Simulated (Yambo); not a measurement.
G0W0@PBEsol for Rb2LiRhF6 (space group Fm-3m, No. 225) in Yambo (2×2×2 mesh, 7 Ry block, plasmon pole, screening fixed), without a terminator:

```json
[
 {"bands N in G": "95", "gap X → X (eV)": "5.237", "shift of the valence edge (eV)": "-0.753"},
 {"bands N in G": "150", "gap X → X (eV)": "5.162", "shift of the valence edge (eV)": "-0.993"},
 {"bands N in G": "225", "gap X → X (eV)": "5.161", "shift of the valence edge (eV)": "-1.179"}
]
```

### Question
Extrapolate both columns to infinite N with E(N) = E∞ + A/N, test the form, and compare with the terminator.

### Answer
From two points, E∞ = (N2 E2 − N1 E1)/(N2 − N1). The two largest N give 5.16 eV for the gap and -1.55 eV for the shift; the two smallest give 5.03 eV and -1.41 eV. For the gap the slopes A are 19 and 0.5 eV: the form isn't reached, and its limit is uncertain. For the shift the slopes A are 62 and 84 eV: the form isn't reached, and its limit is uncertain. With the Bruneval-Gonze terminator and 225 bands the run gives 5.13 eV and -1.42 eV, 0.03 eV and 0.13 eV from the extrapolated values: the terminator too is an estimate of the remainder. Block, mesh and the bands in W are held fixed.

Spin-orbit coupling is not included.

Geometry of the Materials Project entry, not relaxed at this level; primitive cell a = b = c = 5.9344 Å, α = β = γ = 60.00°.

The structure is a Materials Project entry; no match was found in the copy of COD used, and its stability was not checked.

A shift is the quasiparticle energy of the state minus its PBEsol energy.
